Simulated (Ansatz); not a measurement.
Data:

MgB2:
Space group I4/mmm (No. 139); a = b = 2.677 Å, c = 8.405 Å, α = β = γ = 90.00°

```tsv
atom	site	symmetry	x	y	z
Mg	2a	4/mmm	0.0000	0.0000	0.0000
B	4e	4mm	0.0000	0.0000	0.2834
```
(The calculation used a cell of 3 atoms; values per cell refer to that cell.)

This is the PBE-relaxed structure.

Q: All from the program Ansatz at the PBE level (PAW), unless another level is named. Give the electronic character.

A: metallic (no gap).

Q: What about the formation energy from the elements (no fitted shifts)?

A: 0.93 eV/atom.

Q: What about the density of states at the Fermi level?

A: 0.31 states/eV per atom (mean over ±0.08 eV).

A made-up cell: these elements were put on the sites of a structure type; neither database checked (COD, Materials Project) lists it. It is not the phase usual at ambient conditions (space group No. 191). Symmetry was held in the PBE relaxation; whether a distortion lowers the energy is not shown. The references are the lowest solids computed at this level, not always the standard phases.

Potentials: the later of the program's two PAW sets.
